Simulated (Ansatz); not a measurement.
Data:

Ga2Pt:
```
CELL_PARAMETERS angstrom
      0.00000     2.96664     2.96664
      2.96664     0.00000     2.96664
      2.96664     2.96664     0.00000
ATOMIC_POSITIONS crystal
  Pt 0.00000 0.00000 0.00000
  Ga 0.25000 0.25000 0.25000
  Ga 0.75000 0.75000 0.75000
```

This is the r²SCAN-relaxed structure.

All from r²SCAN (plane waves, PAW; program Ansatz), unless another level is named. Estimate the density of states at the Fermi level.

0.36 states/eV per atom (mean over ±0.08 eV).

Next, the formation energy from the elements (no fitted shifts)?

-0.63 eV/atom.

Give the gap with spin–orbit coupling.

none (metallic).

Space group Fm-3m (fluorite or antifluorite type). The workflow started from an entry of the Crystallography Open Database (COD). Its standing as an ambient phase is unchecked. Symmetry was held in the r²SCAN relaxation; whether a distortion lowers the energy is not shown. The run is not spin-polarised. The references are the lowest solids computed at this level, not always the standard phases. Scalar-relativistic: spin–orbit coupling is off unless named, which matters more the heavier the elements.

Potentials: the later of the program's two PAW sets.
